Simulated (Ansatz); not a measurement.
Ba$_{2}$HfO$_{4}$:
```yaml
crystal:
  lattice:
    - [-2.08313, 2.08313, 6.74103]
    - [2.08313, -2.08313, 6.74103]
    - [2.08313, 2.08313, -6.74103]
  atoms:
    - { symbol: Ba, position: [0.35236, 0.35236, 0.00000] }
    - { symbol: Ba, position: [0.64764, 0.64764, 0.00000] }
    - { symbol: Hf, position: [0.00000, 0.00000, 0.00000] }
    - { symbol: O, position: [0.50000, 0.00000, 0.50000] }
    - { symbol: O, position: [0.00000, 0.50000, 0.50000] }
    - { symbol: O, position: [0.15607, 0.15607, 0.00000] }
    - { symbol: O, position: [0.84393, 0.84393, 0.00000] }
```

Relaxed with r²SCAN. Special points in fractions of this cell's reciprocal vectors: Γ (0.000, 0.000, 0.000); X (0.000, 0.000, 0.500); P (0.250, 0.250, 0.250); N (0.000, 0.500, 0.000); M (0.500, 0.500, -0.500); S (0.274, 0.726, -0.274); S0 (-0.274, 0.274, 0.274); R (-0.048, 0.048, 0.500); G (0.500, 0.500, -0.048).

### Question
List the band energies nearest the valence-band maximum at these points for DFT-r²SCAN in the program Ansatz with PAW potentials.

### Answer
In eV from the valence-band maximum; about four levels below and three above (degenerate sets whole), none deeper than 8.9 eV; points with the same levels are listed once.

```csv
k,below,above
Γ,-0.89 -0.89 -0.27 -0.27 -0.16,4.07 4.52 4.67 4.67
X,-0.47 -0.46 -0.46 -0.14,4.87 5.37 6.72
P,-0.49 -0.49 -0.47 -0.28 -0.28,5.11 5.11 6.70
N,-1.30 -0.66 -0.33 -0.27,5.57 5.69 6.08
M,-1.00 -1.00 -0.48 -0.20 -0.20,3.84 4.10 5.58 5.58
S,-1.32 -0.64 -0.44 -0.27,5.63 5.74 6.06
R,-0.52 -0.47 -0.43 -0.15,4.91 5.38 6.80
```

Space group I4/mmm. The first step of the workflow began from a Materials Project structure, measured or hypothetical; the Crystallography Open Database copy checked does not list it. Whether it is the stable phase at ambient conditions was not checked. The cell was relaxed with r²SCAN under the symmetry of its start; whether a distortion lowers the energy is not shown. No spin polarisation was allowed. Spin–orbit coupling is left out wherever it is not named.

Potentials: the later of the program's two PAW sets.
